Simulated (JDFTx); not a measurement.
Mo(110) slab cut from bulk Mo (space group Im-3m, indices of the conventional cell, lattice of the Materials Project entry mp-129, not re-optimised): 6 atoms in 6 planes, a 1x1 cell of 7.09 Å² (|a| = 2.743, |b| = 2.743 Å), 11.0 Å between the outermost planes, cell height 27.2 Å, 8×8×1 k mesh, Fermi smearing 0.01 Ha, no spin polarisation.

Computed with JDFTx (a modified build): PBE, GBRV ultrasoft potentials, plane waves to 20/100 Ha. Liquid on both sides: CANDLE, water, 1 M NaCl; nuclei fixed. On the negative side CANDLE's cavity feels the periodic box, so those points shift with the cell height.

Charging data:

| U − U_pzc (V) | σ (μC/cm²) |
|---|---|
| -0.28 | -9.05 |
| -0.13 | -2.89 |
| 0.00 | 0.00 |
| 0.22 | 4.00 |
| 0.32 | 5.96 |
| 0.72 | 15.14 |
| 0.92 | 20.55 |

Working it through: a check of Lippmann's equation. The grand free energy per area against the neutral slab, Δγ = [F(N) − F(N₀) − μ(N − N₀)]/2A, is taken from the total energies of the same runs.

```csv
U − U_pzc (V),Δγ (mJ/m²)
-0.28,-10.0
-0.13,-1.6
0.00,0.0
0.22,-4.3
0.32,-9.3
0.72,-50.7
0.92,-86.4
```

Δγ is largest at zero charge and falls away from it, as dγ/dU = −σ demands. At 0.92 V the computed -86.4 mJ/m² stands beside -94.7 mJ/m² from the constant-capacitance formula.
